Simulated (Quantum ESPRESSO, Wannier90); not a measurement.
**Wannierisation of PdCl$_{2}$ (P2₁/c)**

```
begin unit_cell_cart
ang
    5.6425000000    0.0000000000    0.0000000000
    0.0000000000    3.9746200000    0.0000000000
   -1.9533990000    0.0000000000    6.1474690000
end unit_cell_cart
begin atoms_frac
Pd   0.0000000000  0.0000000000  0.5000000000
Pd   0.0000000000  0.5000000000  0.0000000000
Cl   0.2481100000  0.2411300000  0.3124400000
Cl  -0.2481100000 -0.2411300000 -0.3124400000
Cl  -0.2481100000 -0.2588700000  0.1875600000
Cl   0.2481100000  0.2588700000 -0.1875600000
end atoms_frac
```

Structure: Materials Project mp-1018891, symmetrised, not relaxed again. Not found in the COD (Crystallography Open Database) copy used, which has the formula in other groups; not checked further. Method: PBEsol plane waves in Quantum ESPRESSO 7.5 (PseudoDojo norm-conserving files, 66 Ry, spinors with spin-orbit coupling), Bloch states on a 4×4×4 mesh through Γ, Wannier90 4.0.1. Density: 6×8×6 mesh, Gaussian smearing 0.01 Ry. The cell is built of weakly bound layers, chains or molecules, whose nearest atoms lie 3.67 Å apart. Database cells relaxed without dispersion often hold them too far apart, which can enlarge gaps and weakens couplings between them; spacing and stacking were not compared with the measured crystal.

A tight-binding model is made by disentanglement and projection with no localisation steps (num_iter = 0), so the 44 orbitals stay atom-like: hydrogen-like Pd: d; Cl: p, axes along x, y, z; frozen window up to 3.79 eV relative to the valence-band maximum. It follows pw.x to 0.8 meV rms for states up to 1.5 eV relative to the valence-band maximum. Matrix elements depend on this choice of orbitals and windows.

The 45 largest hoppings ⟨m,0|H|n,R⟩ between different sites (one of each Hermitian pair; signs follow the real orbitals' lobes; the list may end inside a set of equal values):

```tsv
m	n	R	distance of the centres (Å)	t (eV)	Im t (eV)
Cl3 pz↑	Pd2 dyz↑	0 0 0	2.27	-1.050	-0.004
Cl3 pz↓	Pd2 dyz↓	0 0 0	2.27	-1.050	0.004
Cl5 pz↑	Pd1 dyz↑	0 0 0	2.27	-1.050	0.004
Cl5 pz↓	Pd1 dyz↓	0 0 0	2.27	-1.050	-0.004
Pd1 dyz↑	Cl6 pz↑	0 0 1	2.27	1.050	0.004
Pd1 dyz↓	Cl6 pz↓	0 0 1	2.27	1.050	-0.004
Pd2 dyz↑	Cl4 pz↑	0 1 0	2.27	1.050	-0.004
Pd2 dyz↓	Cl4 pz↓	0 1 0	2.27	1.050	0.004
Cl3 px↑	Pd1 dxz↑	0 0 0	2.31	-0.895	-0.005
Cl3 px↓	Pd1 dxz↓	0 0 0	2.31	-0.895	0.005
Cl6 px↑	Pd2 dxz↑	0 0 0	2.31	-0.895	0.005
Cl6 px↓	Pd2 dxz↓	0 0 0	2.31	-0.895	-0.005
Pd1 dxz↑	Cl4 px↑	0 0 1	2.31	0.895	-0.005
Pd1 dxz↓	Cl4 px↓	0 0 1	2.31	0.895	0.005
Pd2 dxz↑	Cl5 px↑	0 1 0	2.31	0.895	0.005
Pd2 dxz↓	Cl5 px↓	0 1 0	2.31	0.895	-0.005
Cl3 pz↑	Pd2 dxz↑	0 0 0	2.27	0.852	-0.004
Cl3 pz↓	Pd2 dxz↓	0 0 0	2.27	0.852	0.004
Cl5 pz↑	Pd1 dxz↑	0 0 0	2.27	-0.852	-0.004
Cl5 pz↓	Pd1 dxz↓	0 0 0	2.27	-0.852	0.004
Pd1 dxz↑	Cl6 pz↑	0 0 1	2.27	0.852	-0.004
Pd1 dxz↓	Cl6 pz↓	0 0 1	2.27	0.852	0.004
Pd2 dxz↑	Cl4 pz↑	0 1 0	2.27	-0.852	-0.004
Pd2 dxz↓	Cl4 pz↓	0 1 0	2.27	-0.852	0.004
Cl3 py↑	Pd2 dz2↑	0 0 0	2.29	-0.823	-0.001
Cl3 py↓	Pd2 dz2↓	0 0 0	2.29	-0.823	0.001
Cl5 py↑	Pd1 dz2↑	0 0 0	2.29	-0.823	0.001
Cl5 py↓	Pd1 dz2↓	0 0 0	2.29	-0.823	-0.001
Pd1 dz2↑	Cl6 py↑	0 0 1	2.29	0.823	0.001
Pd1 dz2↓	Cl6 py↓	0 0 1	2.29	0.823	-0.001
Pd2 dz2↑	Cl4 py↑	0 1 0	2.29	0.823	-0.001
Pd2 dz2↓	Cl4 py↓	0 1 0	2.29	0.823	0.001
Cl3 px↑	Pd1 dyz↑	0 0 0	2.31	-0.782	0.004
Cl3 px↓	Pd1 dyz↓	0 0 0	2.31	-0.782	-0.004
Cl6 px↑	Pd2 dyz↑	0 0 0	2.31	0.782	0.004
Cl6 px↓	Pd2 dyz↓	0 0 0	2.31	0.782	-0.004
Pd1 dyz↑	Cl4 px↑	0 0 1	2.31	0.782	0.004
Pd1 dyz↓	Cl4 px↓	0 0 1	2.31	0.782	-0.004
Pd2 dyz↑	Cl5 px↑	0 1 0	2.31	-0.782	0.004
Pd2 dyz↓	Cl5 px↓	0 1 0	2.31	-0.782	-0.004
Cl3 py↑	Pd1 dxz↑	0 0 0	2.29	-0.738	0.001
Cl3 py↓	Pd1 dxz↓	0 0 0	2.29	-0.738	-0.001
Cl6 py↑	Pd2 dxz↑	0 0 0	2.29	0.738	0.001
Cl6 py↓	Pd2 dxz↓	0 0 0	2.29	0.738	-0.001
Pd1 dxz↑	Cl4 py↑	0 0 1	2.29	0.738	0.001
```
